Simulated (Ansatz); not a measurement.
## Elastic constants of YHg (Pm-3m), step by step

```
CELL_PARAMETERS angstrom
3.66551 0.00000 0.00000
0.00000 3.66551 0.00000
0.00000 0.00000 3.66551
ATOMIC_POSITIONS crystal
Y 0.50000 0.50000 0.50000
Hg 0.00000 0.00000 0.00000
```

Computed, not measured; unless marked otherwise by PBEsol, all-electron LAPW in Ansatz 0.2.0, scalar-relativistic. k mesh 12×12×12, Fermi-Dirac smearing of 0.080 eV, basis error target 1 meV/atom. The cell was relaxed by PAW under this functional.

The cell is cubic and carries a residual pressure of -0.01 GPa at this level. Each strain component that symmetry leaves independent is applied at ±0.005, the ions relax wherever a strain frees them, and the stress (tension positive, GPa) is read. Shears are engineering strains, γ = 2ε.

| strain | size | σxx | σyy | σzz | σyz | σxz | σxy |
| --- | --- | --- | --- | --- | --- | --- | --- |
| xx | -0.005 | -0.4860 | -0.3041 | -0.3041 | 0.0000 | 0.0000 | 0.0000 |
| xx | +0.005 | 0.4950 | 0.3167 | 0.3167 | 0.0000 | 0.0000 | 0.0000 |
| yz | -0.005 | 0.0089 | 0.0089 | 0.0089 | -0.1941 | 0.0000 | 0.0000 |
| yz | +0.005 | 0.0089 | 0.0089 | 0.0089 | 0.1941 | 0.0000 | 0.0000 |

A central difference gives one constant, for example C11 ≈ (0.4950 − (-0.4860))/(0.01) = 98.1 GPa; the program then imposes the crystal's symmetry on the whole matrix.

(1) What are the independent elastic constants?

(2) Do they meet the Born conditions?

(3) What moduli does a random aggregate of grains have?

(4) With the density of 9.761 g/cm³, how fast does sound travel, and what Debye temperature follows?

(5) How far do the constants move if PAW replaces LAPW in the same cell?

(6) How do the constants change if the ions are clamped to the homogeneous strain?

Results:

(1) C11 = 98.1, C12 = 62.1, C44 = 38.8 GPa.

(2) C11 − C12 = 36.0, C11 + 2C12 = 222.3 and C44 = 38.8 GPa must all be positive, so the crystal is elastically stable; that says nothing yet of its phonons.

(3) B = (C11 + 2C12)/3 = 74.1 GPa. G_V = (C11 − C12 + 3C44)/5 = 30.5 and G_R = 5(C11 − C12)C44/(4C44 + 3(C11 − C12)) = 26.5, so G_H = 28.5 GPa. Then E = 9BG/(3B + G) = 75.8 GPa, ν = (3B − 2G)/(6B + 2G) = 0.329 and B/G = 2.60, on the ductile side of Pugh's 1.75 (a rule of thumb).

(4) 

| direction | slow (m/s) | middle (m/s) | fast (m/s) |
| --- | --- | --- | --- |
| [100] | 1994 | 1994 | 3170 |
| [110] | 1358 | 1994 | 3490 |
| [111] | 1599 | 1599 | 3591 |

The mean of v⁻³ over directions and branches gives v_m = 1899 m/s and θ_D = (ħ/k_B) v_m (6π²n)^(1/3) = 194 K, n being atoms per volume. Young's modulus spans 50 to 99 GPa over directions, and the universal anisotropy index is 0.74.

(5) 

```tsv
constant	LAPW (GPa)	PAW (GPa)	difference
C11	98.1	98.0	-0.1
C12	62.1	62.1	0.0
C44	38.8	38.8	0.0
```

(6) None moves by more than 0.3 GPa: by symmetry a homogeneous strain puts no force on these sites.

Limits of these numbers: responses of metals move with mesh and smearing; no spin-orbit coupling on heavy atoms; the frozen-core PAW files of the compared runs were fitted under PBE, their cores solved anew for this functional.
